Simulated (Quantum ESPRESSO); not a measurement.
# One change at a time to AlLiScTi4W

These are calculations, not measurements. They come from Quantum ESPRESSO 7.5, a public plane-wave density functional program. Each row is one single-point run on a made-up periodic cell of eight metal atoms, with elements, volume, strain and displacements drawn at random and not relaxed, so a cell may be unstable or far from any real phase. There is no spin polarisation or spin-orbit coupling.

Settings: PBE unless stated; PseudoDojo standard norm-conserving files; Fermi-Dirac width 0.25 eV, which means electrons at about 2900 K; cutoff 1143 eV; 8 x 4 x 3 k mesh shifted half a step off Gamma. E is the free energy of the whole cell (internal energy minus TS), so a -TS column is already part of it. Stress is positive in tension, and the pressure P is minus a third of its trace.

Checks: one run of this series was repeated at a higher cutoff and on a denser mesh, which moved values by no more than 0.002 eV, 0.02 GPa and 0.003 eV/Å, and a second program with other atomic files agreed on it to 2 % rms in force and 0.5 GPa in pressure. Known limits: heavy elements are run without spin-orbit coupling, which real alloys of them have; a spin test at this wide smearing found no moment, but such smearing suppresses magnetism that the real alloy may have.

The lattice is hexagonal close-packed, and the cell vectors in Å are (2.942, -0.003, -0.021); (1.508, -2.454, -4.825); (1.497, 7.546, -4.924), a volume of 142.34 Å³ in run 1. The elements on sites 1 to 8 are Al Sc Ti Ti Ti Ti W Li. Each later run makes one change to run 1 and keeps the rest. E is counted from run 1, and is n/a where other atomic files have another zero of energy.

| run | change | V (Å³) | P (GPa) | -TS (eV) | rms force (eV/Å) | largest change of a force component (eV/Å) | E (eV) |
|---|---|---|---|---|---|---|---|
| 1 | none | 142.34 | -1.58 | -2.154 | 0.718 | 0.000 | 0.000 |
| 2 | sites 1 and 7 exchanged | 142.34 | -1.69 | -2.138 | 0.664 | 0.643 | -0.147 |
| 3 | all lengths scaled by -1.01 % | 138.07 | 1.31 | -2.088 | 0.731 | 0.097 | -0.004 |
| 4 | LDA in place of PBE | 142.34 | -8.45 | -2.186 | 0.703 | 0.149 | n/a |
| 5 | Pt on site 1 | 142.34 | -4.09 | -2.294 | 0.696 | 0.812 | n/a |
| 6 | site 5 moved by -0.17 Å along z | 142.34 | -1.27 | -2.175 | 0.784 | 0.587 | ? |

## Worked estimate

Along the move dE = -F dx. The force on site 5 along z is 0.727 eV/Å in run 1 and 1.313 eV/Å in run 6, and the move is -0.17 Å, so the mean force times the move gives an estimate.

## Withheld value

Question: what E should run 6 give?

The estimate is 0.173 eV. The calculation gave 0.172 eV.
